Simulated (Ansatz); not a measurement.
## Elastic constants of NaCl (Fm-3m) under pressure

```yaml
crystal:
  lattice:
    - [0.00000, 2.80398, 2.80398]
    - [2.80398, 0.00000, 2.80398]
    - [2.80398, 2.80398, 0.00000]
  atoms:
    - { symbol: Na, position: [0.00000, 0.00000, 0.00000] }
    - { symbol: Cl, position: [0.50000, 0.50000, 0.50000] }
```

This is the zero-pressure cell. At each pressure cell and atoms are relaxed in this structure, and the constants are slopes of the stress at strains of ±0.005 with relaxed ions (the coefficients that govern stability under load). Level: r²SCAN, PAW on Ansatz 0.2.0's default frozen-core files (fitted under PBE), scalar-relativistic; k mesh 8×8×8, strains of ±0.005, fixed occupations, cutoff 500 eV. P is the pressure of the relaxed cell, less that of this one.

```tsv
P (GPa)	V/V₀	C11 (GPa)	C12 (GPa)	C44 (GPa)
0.00	1.0000	59.2	11.6	13.7
1.01	0.9665	70.2	13.2	13.9
2.04	?	?	?	?
3.99	0.8943	100.7	17.4	14.4
6.99	0.8434	129.7	21.5	14.7
9.99	0.8045	157.4	25.5	14.8
14.98	0.7550	202.1	31.8	14.8
```

Task: Does the bulk modulus from the constants agree with the pressure-volume curve?

Result: A third-order Birch-Murnaghan fit to the volumes shown (F against f, f = [(V₀/V)^(2/3) − 1]/2) gives B₀ = 27.5 GPa and B′ = 4.7. Its −V dP/dV stands beside (C11 + 2C12)/3:

```
P (GPa)  from P(V)  from the constants
   0.00       27.5                27.5
   1.01       32.2                32.2
   3.99       45.1                45.2
   6.99       57.5                57.6
   9.99       69.5                69.5
  14.98       88.9                88.6
```

Task: What are the pressure derivatives at zero pressure?

Result: Slopes at V₀ of quadratic fits in −ln(V/V₀) through the first four rows shown, divided by B₀: dC11/dP = 10.6, dC12/dP = 1.5, dC44/dP = 0.3. The mean slopes up to 4.0 GPa are 10.4, 1.5, 0.2; curvature and scatter of the constants part the two. The combination (dC11/dP + 2 dC12/dP)/3 = 4.5 stands against B′.

Task: Fill the row at 2.04 GPa.

Result: Cubic fits in −ln(V/V₀) through all rows shown give C11 = 81.0, C12 = 14.7, C44 = 14.1 GPa. Computed: V/V₀ = 0.9381, C11 (GPa) = 81.0, C12 (GPa) = 14.7, C44 (GPa) = 14.1.

Task: Does a shear stiffness soften?

Result: C44 goes from 13.7 to 14.8 GPa; (C11 − C12)/2 goes from 23.8 to 85.1 GPa. Neither ends more than 3 % under its start, and the lattice stays mechanically stable over this range.

Known limits: no other phase was computed; many crystals of this kind change structure within this range, and rows or crossings beyond such a change describe a metastable lattice; frozen-core PAW files fitted under PBE, their cores solved anew for the functional of the run; phonons weren't checked at these pressures.
